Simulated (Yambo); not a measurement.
Yambo run on MgS (rock salt, space group Fm-3m, No. 225). The wavefunctions are norm-conserving PBE (Quantum ESPRESSO, 84 Ry, no spin-orbit coupling) ones on a 6×6×6 mesh (8 occupied bands); a = 3.683 Å, b = 3.683 Å, c = 3.683 Å, α = 60.00°, β = 60.00°, γ = 60.00°.

Yambo input:

```
rim_cut
gw0
dyson
el_el_corr
HF_and_locXC
cohsex
em1s
RandQpts= 1000000
RandGvec= 1 Ry
EXXRLvcs= 84 Ry
VXCRLvcs= 336 Ry
Chimod= "HARTREE"
% BndsRnXs
 5 | 80 |
%
NGsBlkXs= 10 Ry
% LongDrXs
 1.0 | 1.0 | 1.0 |
%
ExtendOut
% QPkrange
 1 | 1 | 8 | 9 |
 13 | 13 | 9 | 9 |
%
```

k points by index: 1 = Γ, 13 = X.

Resulting energies as the program prints them:

```
#    K-point    Band    Eo [eV]    E [eV]    E-Eo [eV]    Vxc [eV]    Vnlxc [eV]    Sc|Eo [eV]    Re(Z)    Im(Z)
#
    1    8    0.000000    -3.578942    -3.578942    -13.37019    -16.33331    -0.615820    1.000000    0.000000
    1    9    3.687853    2.732285    -0.955568    -10.97579    -6.526585    -5.404776    1.000000    0.000000
    13    9    2.778930    2.079982    -0.698948    -10.38886    -6.243799    -4.844011    1.000000    0.000000
```
(The two width columns are left out.) Convergence of these settings isn't established.

Geometry of the Materials Project entry, not relaxed at this level.
